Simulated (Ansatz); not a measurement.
OsN2:
```xyz
6
Lattice="4.1081 0.0000 0.0000 0.0000 4.8997 0.0000 0.0000 0.0000 2.6623" Properties=species:S:1:pos:R:3 pbc="T T T"
Os     2.0541     2.4498     1.3311
Os     0.0000     0.0000     0.0000
N      1.5311     4.4267     1.3311
N      2.5770     0.4730     1.3311
N      3.5851     2.9228     0.0000
N      0.5230     1.9769     0.0000
```

Relaxed with PBEsol. Special points in fractions of this cell's reciprocal vectors: Γ (0.000, 0.000, 0.000); X (0.500, 0.000, 0.000); S (0.500, 0.500, 0.000); Y (0.000, 0.500, 0.000); Z (0.000, 0.000, 0.500); U (0.500, 0.000, 0.500); R (0.500, 0.500, 0.500); T (0.000, 0.500, 0.500).

### Question
List the band energies nearest the Fermi level at these points for DFT-PBEsol with spin–orbit coupling in the program Ansatz with PAW potentials.

### Answer
In eV from the Fermi level; about four levels below and three above (degenerate sets whole), none deeper than 8.9 eV; points with the same levels are listed once.

```json
[
 {"k": "Γ", "below": "-0.18 -0.18 -0.13 -0.13", "above": "0.65 0.65 5.34 5.34"},
 {"k": "X", "below": "-0.45 -0.45 -0.45 -0.45", "above": "2.42 2.42 2.42 2.42"},
 {"k": "S", "below": "-0.99 -0.99 -0.99 -0.99", "above": "0.34 0.34 0.34 0.34"},
 {"k": "Y", "below": "-0.37 -0.37 -0.37 -0.37", "above": "0.88 0.88 0.88 0.88"},
 {"k": "Z", "below": "-0.05 -0.05 -0.05 -0.05", "above": "2.65 2.65 2.65 2.65"},
 {"k": "U", "below": "-0.70 -0.70 -0.44 -0.44", "above": "3.27 3.27 3.30 3.30"},
 {"k": "R", "below": "-1.03 -1.03 -1.03 -1.03", "above": "3.08 3.08 3.08 3.08"},
 {"k": "T", "below": "-0.91 -0.91 -0.84 -0.84", "above": "2.68 2.68 2.76 2.76"}
]
```

Space group Pnnm. The workflow started from a Materials Project entry (that database holds measured and hypothetical structures alike); the Crystallography Open Database copy checked does not list it. Its standing as an ambient phase is unchecked. The PBEsol relaxation kept the symmetry of its start; whether a distortion lowers the energy is not shown. No spin polarisation was allowed. Its formation energy is positive at this level, so the cell may be metastable or incomplete.

Potentials: the later of the program's two PAW sets.
